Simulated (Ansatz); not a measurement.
Relaxation of a randomly generated symmetric cell of K (space group No. 123); 1 atom in the cell, which starts as P4/mmm (No. 123), tP1; a = b = 4.679 Å, c = 3.839 Å, α = β = γ = 90.00°. These are r2SCAN (plane waves to 500 eV, PAW, scalar-relativistic; Ansatz, a quantum-chemistry and plane-wave program) values and carry that method's errors. Γ-centred k-mesh 7×7×9 on the run's cell (coarser than for final values), Fermi–Dirac smearing 0.05 eV. This is the first round of the run. 

The optimiser's lines from the output (shortened; P is positive under compression):

```
relax step   1: F+E_penalty+E_count = -1542.30841354 eV  Δ(F+E_penalty+E_count) = +0.000e0 eV  max|allowed force component| = 0.000e0 eV/Å  Δτ_max = 0.0000 Å  P = -0.021 GPa  Ω = 84.065 Å³  (7 SCF iters, dr2 threshold 1.00e-7 eV, accepted)
relax step   2: F+E_penalty+E_count = -1542.32220392 eV  Δ(F+E_penalty+E_count) = -1.379e-2 eV  max|allowed force component| = 0.000e0 eV/Å  Δτ_max = 0.0000 Å  P = -0.025 GPa  Ω = 83.355 Å³  (4 SCF iters, dr2 threshold 1.00e-7 eV, accepted)
relax step   3: F+E_penalty+E_count = -1542.36061766 eV  Δ(F+E_penalty+E_count) = -3.841e-2 eV  max|allowed force component| = 0.000e0 eV/Å  Δτ_max = 0.0000 Å  P = +0.002 GPa  Ω = 80.361 Å³  (6 SCF iters, dr2 threshold 1.00e-7 eV, accepted)
relax step   4: F+E_penalty+E_count = -1542.37388720 eV  Δ(F+E_penalty+E_count) = -1.327e-2 eV  max|allowed force component| = 0.000e0 eV/Å  Δτ_max = 0.0000 Å  P = +0.011 GPa  Ω = 79.451 Å³  (6 SCF iters, dr2 threshold 1.00e-7 eV, accepted)
relax step   5: F+E_penalty+E_count = -1542.37424254 eV  Δ(F+E_penalty+E_count) = -3.553e-4 eV  max|allowed force component| = 0.000e0 eV/Å  Δτ_max = 0.0000 Å  P = +0.008 GPa  Ω = 79.545 Å³  (4 SCF iters, dr2 threshold 3.19e-8 eV, accepted)
relax step   6: F+E_penalty+E_count = -1542.37425138 eV  Δ(F+E_penalty+E_count) = -8.837e-6 eV  max|allowed force component| = 0.000e0 eV/Å  Δτ_max = 0.0000 Å  P = +0.004 GPa  Ω = 79.651 Å³  (4 SCF iters, dr2 threshold 1.24e-9 eV, accepted)
relax step   7: F+E_penalty+E_count = -1542.37433752 eV  Δ(F+E_penalty+E_count) = -8.614e-5 eV  max|allowed force component| = 0.000e0 eV/Å  Δτ_max = 0.0000 Å  P = +0.004 GPa  Ω = 79.651 Å³  stress off target by 1.01e-2 GPa  SCF on the basis re-selected at this cell (its energy is not comparable with the rows above)  (6 SCF iters)
```

From the first to the last row the energy changes by -0.07 eV/atom and the volume by -5.3 %. The last row is marked as not comparable with the walk above it, whose basis was carried along; it does compare with step 1, since both stand on a basis selected at the nominal cutoff for their own cell.

Later rounds, restarted from the end of this one on a renewed k-mesh, logged 4 more steps and released under 0.01 eV/atom more. The final structure after all rounds: Pm-3m (No. 221), cP1, simple cubic type; a = b = c = 4.3026 Å, α = β = γ = 90.00°. Between re-selections the logged energies stand on a plane-wave basis carried along with the cell. No spin polarisation in the result.

The run could not lose the symmetry of its start, so the end can be a saddle point.

The relaxed structure here is a generated cell of K: the first start was made by a random draw of sites in a space group, and the end was not matched to a known phase here, so it may be hypothetical. Known forms of K include space group No. 229.
